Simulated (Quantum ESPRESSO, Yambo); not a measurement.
CdZn$_{3}$O$_{4}$ (space group P3m1, No. 156): one geometry, one set of PBEsol (pw.x of Quantum ESPRESSO, ONCV potentials, scalar-relativistic) orbitals, self-energies from Yambo (6×6×1 Γ-centred k mesh, bands 17 to 231 and a 8 Ry block in the screening, 231 bands in G with the Bruneval-Gonze terminator, plasmon pole fitted at 27.2 eV).

```
level                                                        gap Γ → Γ (eV)
-----------------------------------------------------------  --------------
PBEsol (Quantum ESPRESSO)                                              0.14
exchange only (Hartree-Fock self-energy on PBEsol orbitals)             [?]
static COHSEX@PBEsol                                                    [?]
G0W0@PBEsol, plasmon pole                                              0.88
```

Problem. What belongs in the gaps?

Solution. 
- exchange only (Hartree-Fock self-energy on PBEsol orbitals), gap Γ → Γ (eV): 8.75
- static COHSEX@PBEsol, gap Γ → Γ (eV): 1.41

Bare exchange has no screening and gives the widest gap; static COHSEX screens it but leaves out the frequency dependence, which G0W0 restores.

Nearest settings tried, and what they do to the gap: 158 bands in W, 158 bands in G: +54 meV; 3 Ry block (67 vectors against 277): -53 meV; 3×3×1 mesh: -35 meV. So the settings aren't converged at that level. Oxides, nitrides and fluorides with a shallow 3d shell are known to need far more bands and larger blocks.

Spin-orbit coupling is not included.

Geometry of the Materials Project entry, not relaxed at this level; primitive cell a = b = 3.364 Å, c = 11.024 Å, α = β = 90.00°, γ = 120.00°.

The structure is a Materials Project entry; no match was found in the copy of COD used, and its stability was not checked.
